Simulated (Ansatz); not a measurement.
A geometry of Al3Ru2 away from equilibrium: step 2 of the relaxation of a relaxed Al3Ru2 cell stretched uniformly to 150 % of its volume. The numbers are results of PBEsol (plane waves to 420 eV, PAW, scalar-relativistic; Ansatz, an electronic-structure program), not measurements. Γ-centred k-mesh 13×13×13 on the run's cell (coarser than for final values), Fermi–Dirac smearing 0.05 eV. The plane waves were selected for a different cell earlier on the path.

```yaml
crystal:
  lattice:
    - [-1.67259, 1.67259, 7.76420]
    - [1.67259, -1.67259, 7.76420]
    - [1.67259, 1.67259, -7.76420]
  atoms:
    - { symbol: Al, position: [0.00000, 0.00000, 0.00000] }
    - { symbol: Al, position: [0.80859, 0.80859, 0.00000] }
    - { symbol: Al, position: [0.19141, 0.19141, 0.00000] }
    - { symbol: Ru, position: [0.60669, 0.60669, 0.00000] }
    - { symbol: Ru, position: [0.39331, 0.39331, 0.00000] }
```

Question: Give the Cartesian forces on all atoms (eV/Å).

Answer: 
| atom | Fx | Fy | Fz |
|---|---|---|---|
| Al1 | 0.00 | 0.00 | 0.00 |
| Al2 | 0.00 | 0.00 | 0.52 |
| Al3 | 0.00 | 0.00 | -0.52 |
| Ru4 | 0.00 | 0.00 | 0.18 |
| Ru5 | 0.00 | 0.00 | -0.18 |

The path ends in I4/mmm (No. 139). No spin polarisation in the result.

The run could not lose the symmetry of its start.

The cell that was disturbed is our relaxation of an entry of Materials Project.
